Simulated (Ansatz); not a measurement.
KCl:
```
KCl
1.0
    0.00000     3.14652     3.14652
    3.14652     0.00000     3.14652
    3.14652     3.14652     0.00000
K Cl
1 1
Direct
  0.00000   0.00000   0.00000
  0.50000   0.50000   0.50000
```

Relaxed with r²SCAN.

Q: Give the Bader charges and basin volumes of the independent atoms, r²SCAN (plane waves, PAW; program Ansatz).

A: 

```
atom  Bader charge (e)  Bader volume (Å³)
----  ----------------  -----------------
K1               +0.85               21.7
Cl2              -0.85               40.2
```

Space group Fm-3m (rock salt). Symmetry was held in the r²SCAN relaxation.

Potentials: the later of the program's two PAW sets.
